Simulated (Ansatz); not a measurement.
**Structures of BiPt2: which is lowest?**

Plane-wave DFT in Ansatz with scalar-relativistic PAW potentials, cutoff 420 eV, Γ-centred meshes chosen by cell and gap, Gaussian smearing with energies taken to zero width. Every cell was relaxed (cell and atoms) in a run of its own, within the symmetry of its start. Functional: PBE.

Relaxed structures (starts from databases or built by putting these elements on another compound's sites):
A. I4/mmm, 3 atoms in the computed cell, a = 3.918 Å, c = 8.511 Å; sites (symmetry × multiplicity) Bi 4/mmm × 2, Pt -4m2 × 4; start: built
B. P6/mmm, 3 atoms in the computed cell, a = 4.457 Å, c = 3.712 Å; sites (symmetry × multiplicity) Bi 6/mmm × 1, Pt -6m2 × 2; start: built

Question: Rank them by energy. Could pressure change the order?

Answer:
| structure | group | E − E(lowest) (meV/atom) | V (Å³/atom) | gap on mesh (eV) |
| --- | --- | --- | --- | --- |
| A | I4/mmm | 0.0 | 21.77 | 0.00 |
| B | P6/mmm | 154 | 21.29 | 0.00 |

A is lowest, 154 meV/atom under B. The two lowest differ in volume by under 3 %, too little for a first-order estimate of what pressure does to that pair (other pairs aren't weighed here); with rigid cells even 3 % in favour of the higher one would need about 38 GPa. Other structures may lie lower than all of these, and vibrations aren't counted.

Spin-orbit coupling is left out, which matters for the bands of heavy elements. For Tl, Pb and Bi spin-orbit coupling shifts energies too.